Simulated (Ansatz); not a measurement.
A distorted cell of Be (hcp, Mg type):

```
Be
1.0
    2.26472     0.00000     0.00000
   -1.13236     1.96131     0.00000
    0.00000     0.00000     3.56124
Be
2
Direct
  0.35713   0.71425   0.75000
  0.64287   0.28575   0.25000
```

Calculation: PBE (plane waves to 420 eV, PAW, scalar-relativistic; Ansatz, a quantum-chemistry and plane-wave program). k mesh 23×23×13 (Γ-centred), Fermi-Dirac smearing 0.05 eV. Stress and pressure are positive under compression. With partly filled bands, energies and forces of such displacements shift with the k mesh and the smearing. Be was relaxed with its symmetry unable to fall.

Problem. What forces act on the atoms (eV/Å, Cartesian)?

Solution. 
```
atom     Fx      Fy     Fz
----  -----  ------  -----
Be1   0.000  -0.794  0.000
Be2   0.000   0.794  0.000
```

Problem. What is the stress tensor (GPa)?

Solution. 
```
   -3.7      0.0      0.0
    0.0      3.1      0.0
    0.0      0.0      3.0
```
The pressure, a third of the trace, is 0.8 GPa.

(A displaced cell: forces are minus the slopes of the energy, force constants its curvatures, and phonons follow from these.)
